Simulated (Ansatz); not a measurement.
CdBr₂:
```cif
data_Br4Cd2
_chemical_formula_sum 'Cd2 Br4'
_space_group_name_H-M_alt 'P63mc'
_space_group_IT_number 186
_space_group_name_Hall 'P 6c -2c'
_cell_length_a 3.99486
_cell_length_b 3.99486
_cell_length_c 12.71535
_cell_angle_alpha 90.000
_cell_angle_beta 90.000
_cell_angle_gamma 120.000
loop_
_atom_site_label
_atom_site_type_symbol
_atom_site_symmetry_multiplicity
_atom_site_Wyckoff_symbol
_atom_site_fract_x
_atom_site_fract_y
_atom_site_fract_z
_atom_site_occupancy
Cd1 Cd 2 b 0.33333 0.66667 0.37499 1
Br1 Br 2 a 0.00000 0.00000 0.25203 1
Br2 Br 2 b 0.66667 0.33333 0.49797 1
```

Relaxed with r²SCAN+D4. The program Ansatz at the r²SCAN+D4 level (PAW) gives a gap of 3.50 eV.

**Question.** What gap does HSE06 give on the same cell (Ansatz, PAW)?

**Answer.** 4.07 eV, 0.57 eV more. The hybrid was solved on a coarser mesh and at special points; the gap given is the minimum over both.

```
k  v1 r²SCAN+D4  c1 r²SCAN+D4  v1 HSE06  c1 HSE06
-  ------------  ------------  --------  --------
Γ          0.00          3.50     -0.01      4.07
A         -0.05          4.07       [?]       [?]
K         -0.15          4.99       [?]       [?]
H         -0.45          4.96       [?]       [?]
M         -0.06          4.17       [?]       [?]
L         -0.18          4.36     -0.19      5.05
```

**Question.** Top valence (v1) and lowest conduction level (c1) in eV from each method's valence maximum (which need not be a listed point): supply the withheld HSE06 values.

**Answer.** 
- M, v1 HSE06: -0.07
- M, c1 HSE06: 4.85
- A, v1 HSE06: -0.06
- A, c1 HSE06: 4.67
- K, v1 HSE06: -0.17
- K, c1 HSE06: 5.73
- H, v1 HSE06: -0.48
- H, c1 HSE06: 5.69

Cost on shared cores: the r²SCAN+D4 run (SCF on a 8×8×3 mesh, then bands and DOS) about 2.0 core-minutes (a rough figure), the HSE06 run (SCF on 5×5×2, then a few points) roughly 2.8 core-minutes; the tasks are unlike.

Space group P6_3mc. The workflow started from a Materials Project entry (that database holds measured and hypothetical structures alike); the Crystallography Open Database files this formula in space group No. 186, but the cells were not matched. Its standing as an ambient phase is unchecked. Symmetry was held in the r²SCAN+D4 relaxation; whether a distortion lowers the energy is not shown. Spin–orbit coupling is left out wherever it is not named.

Potentials: the later of the program's two PAW sets.
